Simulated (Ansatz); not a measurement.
# Structure search: one Zr2B3 candidate

Level of theory: Ansatz 0.2.0, DFT PBE, scalar-relativistic, plane waves, PAW. Cutoff 420 eV, Gaussian smearing, Γ-centred meshes. Cell and atoms relax first on a coarse mesh and then on a finer one. In between, the cell is made exact in the group found at 0.06 Å. In metals the finer mesh still leaves noise of several meV/atom or more. The steps can't lower the symmetry of their start. No spin polarisation in the relaxation; trial moments died out in a coarse test.

The guess for Zr2B3 was made by a generator: random cell by space group and Wyckoff sites (P6/mmm, No. 191). The dimensions are guesses.

```
Zr B
1.0
     3.30654    0.00000    0.00000
    -1.65327    2.86354    0.00000
     0.00000    0.00000    6.25786
Zr B
2 3
Direct
  0.00000 0.00000 0.31722
  0.00000 0.00000 0.68278
  0.50000 0.00000 0.50000
  0.00000 0.50000 0.50000
  0.50000 0.50000 0.50000
```

The zero of energy is the elements' standard structures at the same level; no fitted shifts are applied.

Problem. Describe the relaxed structure.

Solution. The symmetry stays P6/mmm (No. 191). The volume per atom grows by 23.6 %, from 11.9 to 14.6 Å³. The shortest distance goes from 1.65 Å (B–B) to 1.79 Å (B–B). The energy falls by about 2.4 eV/atom (the start's value is from the coarse mesh). Conventional cell: a = 3.586 Å, c = 6.574 Å. Zr has 6 B at 2.43 Å; B has 4 B at 1.79 Å and 4 Zr at 2.43 Å.

Space group P6/mmm (No. 191). a = 3.586 Å, b = 3.586 Å, c = 6.574 Å, α = 90.00°, β = 90.00°, γ = 120.00°
```
atom  site  symmetry       x       y       z
  Zr    2e       6mm  0.0000  0.0000  0.2502
   B    3g       mmm  0.5000  0.0000  0.5000
```

Problem. How does it come out in energy, and is it a metal?

Solution. The formation energy is +0.06 eV/atom and the gap on the 12×12×6 mesh of the 5-atom cell is 0 eV (a metal).

The separate elements lie lower, so it is unstable against them.

The last run used Gaussian smearing of 0.10 eV. A later test with randomly moved atoms led to a structure 197 meV/atom lower, so this end is a saddle point or a shallow minimum. In all, the 3 runs took 48 s on 1 thread of Intel(R) Xeon(R) Processor @ 2.70GHz (shared host).
